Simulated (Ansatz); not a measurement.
Values for one crystal, relaxed and computed with DFT-LDA in the program Ansatz with PAW potentials; other levels are named.

```yaml
volume_per_atom: 18.25 Å³
electronic_character: metallic (no gap)
highest_zone_centre_frequency: 256 cm⁻¹
Pressure derivative B′: 4.9
zone_centre_stability: no imaginary mode at Γ
Bulk modulus (Birch–Murnaghan fit): 123 GPa
Density of states at the Fermi level: 0.09 states/eV per atom (mean over ±0.08 eV)
```

Problem. Pick the material that matches.
A) CsGeI3, cubic perovskite
B) Cu2Se, anti-fluorite
C) Pb4Se3S, P4/mmm (Pearson symbol tP8)
D) ZrGeSe, P4/nmm (Zr on 2c, Ge on 2a, Se on 2c)

Solution. D, ZrGeSe, P4/nmm (Zr on 2c, Ge on 2a, Se on 2c)

The first step of the workflow began from a Materials Project structure, measured or hypothetical; the Crystallography Open Database files this formula in space group No. 129, but the cells were not matched. Whether it is the stable phase at ambient conditions was not checked. The LDA relaxation kept the symmetry of its start. The run is not spin-polarised. As this level gives no gap, phonon frequencies hold no LO–TO term and depend on the k-mesh and smearing (Fermi–Dirac, 0.1 eV here). Spin–orbit coupling is left out wherever it is not named.

Potentials: the later of the program's two PAW sets.
